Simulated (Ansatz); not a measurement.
Structure relaxation, Ge

The start is a generated cell, Ge built in the trigonal-Se structure type. The structure is fully relaxed (lattice and positions, P = 0) with PBEsol (plane waves to 420 eV, PAW, scalar-relativistic; Ansatz, a quantum-chemistry and plane-wave program). The first steps use a coarse 6×6×5 k-mesh.

Starting cell:
```
Ge
1.0
    4.41551     0.00000     0.00000
   -2.20776     3.82395     0.00000
    0.00000     0.00000     5.00955
Ge
3
Direct
  0.22540   0.00000   0.83333
  0.00000   0.22540   0.16667
  0.77460   0.77460   0.50000
```

**Question.** What pressure does the first self-consistent step give?

**Answer.** -3 GPa (negative: the cell is under tension).

**Question.** What is the largest force in the starting geometry, and on which atom (counted from 1)?

**Answer.** About 1.5 eV/Å, on Ge1, Ge2, Ge3 (atoms numbered as listed).

**Question.** What symmetry does the relaxed structure have?

**Answer.** The space group goes from P3₁21 (No. 152) to Pm-3m (No. 221); the end is AFLOW prototype A_cP1_221_a (A_h), with 1 atom in the primitive cell.

**Question.** How much energy is released per atom?

**Answer.** 0.61 eV/atom.

**Question.** How do the shortest distances between atoms change?

**Answer.** The closest pairs of elements (up to four, under 3.6 Å), start → end: Ge–Ge 2.40 → 2.67 Å.

**Question.** Is the relaxed structure metallic? Give its gap.

**Answer.** Zero (metallic).

**Question.** What does it relax into? Give the structure.

**Answer.** 
```cif
data_Ge
_chemical_formula_sum 'Ge1'
_space_group_name_H-M_alt 'Pm-3m'
_space_group_IT_number 221
_space_group_name_Hall '-P 4 2 3'
_cell_length_a 2.66812
_cell_length_b 2.66812
_cell_length_c 2.66812
_cell_angle_alpha 90.000
_cell_angle_beta 90.000
_cell_angle_gamma 90.000
loop_
_atom_site_label
_atom_site_type_symbol
_atom_site_symmetry_multiplicity
_atom_site_Wyckoff_symbol
_atom_site_fract_x
_atom_site_fract_y
_atom_site_fract_z
_atom_site_occupancy
Ge1 Ge 1 b 0.50000 0.50000 0.50000 1
```

Final values are on a 17×17×17 k-mesh of the relaxed cell. No spin polarisation in the result.

The run could not lose the symmetry of its start, so the end can be a saddle point.

The relaxed structure here is a generated cell of Ge: the first start was made by placing the elements on the sites of a structure type, and the end was not matched to a known phase here, so it may be hypothetical. Known forms of Ge include space group No. 227.
